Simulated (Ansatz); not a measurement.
Here is the system:

CoP₂:
```
CoP2
1.0
    5.51938     0.00000     0.00000
    0.00000     5.52318     0.00000
   -2.30210     0.00000     5.08958
Co P
4 8
Direct
  0.27207   0.49819   0.78774
  0.72793   0.50181   0.21226
  0.72793   0.99819   0.71226
  0.27207   0.00181   0.28774
  0.15758   0.87377   0.86731
  0.84242   0.12623   0.13269
  0.84242   0.37377   0.63269
  0.15758   0.62623   0.36731
  0.33948   0.37201   0.18135
  0.66052   0.62799   0.81865
  0.66052   0.87201   0.31865
  0.33948   0.12799   0.68135
```

This is the r²SCAN-relaxed structure. Cartesian axes are those of the cell as given.

Task: All from DFT-r²SCAN in the program Ansatz with PAW potentials, unless another level is named. Predict the Born charges (a third of the trace).

Result: Co -5.11, P +2.28 to +2.83 e.

Task: Give the electronic dielectric constant ε∞ (DFPT).

Result: 21.5 (xx), 20.4 (yy), 21.5 (zz).

Task: Predict the static dielectric constant ε0 (ions relaxed, cell fixed).

Result: 29.6 (xx), 27.0 (yy), 32.1 (zz).

Space group P2_1/c. The workflow started from a Materials Project entry (that database holds measured and hypothetical structures alike); the Crystallography Open Database copy checked does not list it. Whether it is the stable phase at ambient conditions was not checked. Symmetry was held in the r²SCAN relaxation; its stability against distortions is not shown here. The run is not spin-polarised.

Potentials: the later of the program's two PAW sets.
